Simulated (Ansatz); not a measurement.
# Sn3PbS4 under compression: one row to predict

The cell was found from a structure generator's guess, not taken from experiment.

The calculation used DFT PBE, scalar-relativistic, plane waves, PAW (Ansatz). Cutoff 420 eV, Γ-centred 6×6×8 mesh (8-atom cell), Gaussian smearing of 0.01 eV, no spin polarisation.

```
CELL_PARAMETERS angstrom
4.16619 -5.89109 0.00000
4.16619 5.89109 0.00000
0.00000 0.00000 4.16556
ATOMIC_POSITIONS crystal
Sn 0.00000 0.50000 0.00000
Sn 0.00000 0.00000 0.50000
Sn 0.50000 0.00000 0.00000
Pb 0.50000 0.50000 0.50000
S 0.75559 0.75559 0.00000
S 0.75274 0.24726 0.50000
S 0.24726 0.75274 0.50000
S 0.24441 0.24441 0.00000
```

The cell was set to several volumes, with shape and atoms relaxed at each where symmetry leaves them free. Pressure is positive in compression, and energies count from the lowest row.

```
row  V (Å³/atom)  P (GPa)  ΔE (meV/atom)
  1       22.492     8.84           75.6
  2       23.259        ?              ?
  3       24.026     3.72           16.7
  4       24.792     1.70            3.9
  5       25.559    -0.03            0.0
  6       26.326    -1.48            3.8
  7       27.093    -2.75           14.0
  8       28.115    -4.17           36.2
```

Problem. Find B = −V·ΔP/ΔV from rows 4 and 6 and from rows 1 and 3, and from the two its slope B′ and its value B0 at zero pressure.

Solution. Rows 4 and 6 give −(24.792 + 26.326)/2 × (-1.48 − (1.70))/(26.326 − 24.792) = 53.0 GPa at a mean pressure of 0.11 GPa. Rows 1 and 3 give −(22.492 + 24.026)/2 × (3.72 − (8.84))/(24.026 − 22.492) = 77.6 GPa at a mean pressure of 6.28 GPa. So B′ = (77.6 − 53.0)/(6.28 − (0.11)) = 3.99 and B0 = 53.0 − 3.99 × (0.11) = 52.6 GPa. A third-order Birch–Murnaghan fit to all the energies gives B0 = 53.1 GPa and B′ = 4.2.

Problem. Estimate the pressure and energy of row 2.

Solution. From row 5, V0 = 25.559 × (1 + (-0.03)/52.6) = 25.544 Å³/atom. Murnaghan's form P = (B0/B′)·[(V0/V)^B′ − 1] gives (52.6/3.99) × [(25.544/23.259)^3.99 − 1] = 5.98 GPa; the computed pressure is 6.08 GPa, so the estimate is off by -0.10 GPa. The work of compression from row 3, with the mean of the two pressures, gives ΔE = 16.7 + (5.98 + 3.72)/2 × (24.026 − 23.259)/160.2 × 1000 = 39.9 meV/atom (1 eV/Å³ = 160.2 GPa); the computed value is 40.1 meV/atom.

Spin–orbit coupling, which can matter for Pb, is left out. All volumes keep the k mesh of the relaxed cell. Symmetry constrained the relaxation, so the result can be a saddle point.
